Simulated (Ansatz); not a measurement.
A geometry of Sb away from equilibrium: step 3 of the relaxation of a relaxed Sb cell with every coordinate shifted by Gaussian noise of σ = 0.2 Å. All values below come from r2SCAN (plane waves to 500 eV, PAW, scalar-relativistic; Ansatz, an electronic-structure program). Γ-centred k-mesh 9×9×9 on the run's cell (coarser than for final values), Fermi–Dirac smearing 0.05 eV.

```xyz
2
Lattice="2.1924 1.2316 3.8651 -2.1244 1.2134 3.8328 0.0183 -2.5744 3.8909" Properties=species:S:1:pos:R:3 pbc="T T T"
Sb     0.0567    -0.2706     2.7636
Sb     0.2126    -0.4498     8.9661
```

Problem. Give the Cartesian forces on all atoms (eV/Å).

Solution. 
```csv
atom,Fx,Fy,Fz
Sb1,0.32,-0.18,-0.01
Sb2,-0.32,0.18,0.01
```

Problem. What is the pressure?

Solution. -0.1 GPa, compression positive.

Problem. How much energy per atom can still be gained by relaxing?

Solution. 0.01 eV/atom; the path ends in R-3m (No. 166) (AFLOW prototype A_hR2_166_c (A7, as in As)).

No spin polarisation in the result.

The run could not lose the symmetry of its start.
